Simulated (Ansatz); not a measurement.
NaBrF4:
```
CELL_PARAMETERS angstrom
     -2.86790     2.86790     5.16495
      2.86790    -2.86790     5.16495
      2.86790     2.86790    -5.16495
ATOMIC_POSITIONS crystal
  Na 0.25000 0.25000 0.00000
  Na 0.75000 0.75000 0.00000
  Br 0.50000 0.00000 0.50000
  Br 0.00000 0.50000 0.50000
  F  0.79818 0.29818 0.83114
  F  0.20182 0.70182 0.16886
  F  0.29818 0.46704 0.50000
  F  0.70182 0.53296 0.50000
  F  0.46704 0.96704 0.16886
  F  0.53296 0.03296 0.83114
  F  0.96704 0.79818 0.50000
  F  0.03296 0.20182 0.50000
```

Relaxed with r²SCAN.

**Question.** Map the electron localisation function on the plane through (0.500, 0.000, 0.500) spanned by u = [1, 1, 0] and v = [1, -1, 0] in lattice vectors, from r²SCAN (plane waves, PAW; program Ansatz).

**Answer.** x is the fraction of u, y of v (the angle between them is 90°; rows are the nearest grid lines); atoms in the plane: Br at (0.00, 0.00), Br at (0.50, 0.50), Br at (0.00, 0.50), Br at (0.50, 0.00), F at (0.13, 0.67), F at (0.63, 0.17), F at (0.37, 0.83), F at (0.87, 0.33), F at (0.13, 0.33), F at (0.63, 0.83).
```
|0015200000000000251001520000000000025100|
|6677200000002343355115533432000000027766|
|9997200000025776546556456775200000027999|
|9995100000157876764334676787510000015999|
|7510000000157854775115774587510000000157|
|0002566410026788874004788876200146652000|
|0026787640004678762002678764000467876200|
|0158877774000122100000012210004777788510|
|1147646885100000026996200000015886467411|
|5545778874000000279999720000004788775455|
|3564567752000000279999720000002577654653|
|0025211000000000253003520000000001125200|
|0025211000000000253003520000000001125200|
|3564567752000000279999720000002577654653|
|5545778874000000279999720000004788775455|
|1147646885100000026996200000015886467411|
|0158877774000122100000012210004777788510|
|0026787640004678762002678764000467876200|
|0002566410026788874004788876200146652000|
|7510000000157854775115774587510000000157|
|9995100000157876764334676787510000015999|
|9997200000025776546556456775200000027999|
|6677200000002343355115533432000000027766|
|0015200000000000251001520000000000025100|
```
Scale: ten equal steps from -0.001 (start of '0') to 0.983 (end of '9'), in the order '0123456789'; x runs from 0.000 to 1.00, y from 0.000 (bottom) to 1.00 (top).

The density is the valence pseudo-density with augmentation charge, so density and ELF within about 1 Å of a nucleus are not all-electron values.

Space group I4/mcm. The first step of the workflow began from a Materials Project structure, measured or hypothetical; the Crystallography Open Database copy checked does not list it. Its standing as an ambient phase is unchecked. Symmetry was held in the r²SCAN relaxation; its stability against distortions is not shown here.

Potentials: the later of the program's two PAW sets.
